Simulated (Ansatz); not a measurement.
An Ansatz (a program for electronic structure) run. Input:

Ansatz 0.2 input:
```yaml
crystal:
  lattice:
    - [0.0, 3.3008970417, 3.3008970417]
    - [3.3008970417, 0.0, 3.3008970417]
    - [3.3008970417, 3.3008970417, 0.0]
  atoms:
    - { symbol: S, position: [0.25, 0.25, 0.25] }
    - { symbol: Pb, position: [0.0, 0.0, 0.0] }
kpoints:
  mp_grid: { grid: [7, 7, 7] }
hamiltonian:
  xc: r2scan
  pseudopotentials: { azcp: { folder: ./paw }, kind: paw }
scf:
  occupations: { method: fixed }
checkpoint: { read: static.run }
output: { write_density: true, elf: true, volumetric_format: npy }
basis: { fft_grid_basis: typed }
```

Output (shortened):

```
Pseudopotential: S, paw, valence charge 6
Pseudopotential: Pb, paw, valence charge 14
Functional definition: r2SCAN
Crystal: 2 atoms, lattice volume = 71.933 Å³
Basis set: ecut = 500 eV, 1837 PW (Γ), exchange–correlation on 144×144×144 points (64 copies of the dense FFT grid, shifted against one another)
Bands: 14, of which v1, the nominal top of the filled ones, is band 10 counted from 1 (9 counted from 0)
Symmetry: 24 space group operations
Space group: F-43m (ITA 216), of the structure as read, at distance tolerance 4.2e-5 Å
k-points: 20 of 343 (time reversal used)
Stability of the state it starts from, as read at its close in the unpolarized treatment …
iter 1 solved again at ethr=1.87e-7 eV; its pass at ethr=3.10e-3 eV (dr2=3.74e-5 eV) is discarded
SCF iter   1: F=—  HF=-12829.561811 eV  |F-HF|=—  |Δ(HF+E_count)|=         —  Δρ=1.31e-6  dr2=1.03e-9  dr2_τ=6.20e-11  ethr=1.87e-7  ⟨swp⟩=3.0  Hψ=2350  notcnv=0  defer=34
preconditioner: auto → none
SCF iter   2: F=-12829.561811 eV  HF=-12829.561811 eV  |F-HF|=1.18e-9  |Δ(HF+E_count)|=   3.53e-8  Δρ=1.10e-6  dr2=1.14e-9  dr2_τ=1.10e-10  ethr=5.13e-12  ⟨swp⟩=9.9  Hψ=1886  notcnv=0
SCF 1 converged in 2 iterations: F = -12829.561811 eV  dr2 = 1.14e-9
SCF converged after 2 iterations
Free energy (F): -12829.561811 eV
Harris-Foulkes:  -12829.561811 eV  (|F-HF|=1.18e-9)
Internal energy: -12829.561811 eV  (E = F + TS)
E sigma→0 (E₀):  -12829.561811 eV
Fermi energy:    4.556789 eV
--- Per-component energies (eV) ---
  E_band       = -132.247200
  E_kinetic    = 395.440673
  E_local      = -1532.948629  (includes V_loc(G=0)·N_el)
  E_nonlocal   = 339.466354
  E_hartree    = 586.460514
  E_xc         = -277.955514
  E_vxc        = -241.064547  (∫ρ·V_xc dr)
  E_paw        = -11033.908294  (= ΣΔE_a)
  E_vpaw       = -281.533115  (= ΣTr[D̂ρ^β])
  E_aug_tail   = -0.000010  (compensation charges beyond the density's cutoff)
  E_vtau       = 15.470195  (kinetic-family band-sum trace: ∫τ·v_τ [+ j·A + Jᵃ·Aᵃ] dr)
  E_ewald      = -1306.972441
  E_core_change = 0.855535  (= ΣΔE_core)
  E_smearing   =  0.000000  (= −TS)
  E_closure    =  0.000000  (closes the sum)
  Σ components = -12829.561811   (vs F -12829.561811, Δ=0.00e0)
  [band-id]    e_kinetic+e_local+e_nonlocal+2·e_hartree+e_vxc+e_vpaw+e_augmentation_tail+e_vtau = -132.248051   (vs E_band -132.247200, Δ=-8.52e-4)
--- Band table (eV; the first three rows and the last of 20) ---
  k-point 0: bands = ["-12.5946", "-12.5946", "-12.5946", "-12.5563", "-12.5563", "-8.5118", "-1.3249", "2.8437", "2.8437", "2.8437", "7.4292", "7.4292", "7.4292", "10.1048"]
  k-point 1: bands = ["-12.6013", "-12.5920", "-12.5920", "-12.5561", "-12.5561", "-8.3943", "-1.7078", "2.7322", "2.7322", "2.9304", "7.2243", "7.6205", "7.6205", "11.0580"]
  k-point 2: bands = ["-12.6161", "-12.5871", "-12.5871", "-12.5545", "-12.5545", "-8.0966", "-2.5058", "2.5094", "2.5094", "2.9020", "7.5777", "7.9617", "7.9617", "11.8847"]
  k-point 19: bands = ["-12.6429", "-12.5781", "-12.5688", "-12.5591", "-12.5514", "-7.4853", "-3.5824", "1.2098", "1.6594", "4.5568", "7.2411", "8.1071", "9.8914", "10.8648"]
```

Cost: very roughly 6 core-seconds on shared cores.

The start of the workflow was typed in or built on a structure type; neither database checked (COD, Materials Project) lists it. It is not the phase usual at ambient conditions (space group No. 225). The r²SCAN relaxation kept the symmetry of its start. At this level the phase is mechanically unstable. Scalar-relativistic: spin–orbit coupling is off unless named, which matters more the heavier the elements.

Potentials: the earlier of the program's two PAW sets.

Ansatz is a plane-wave DFT program.
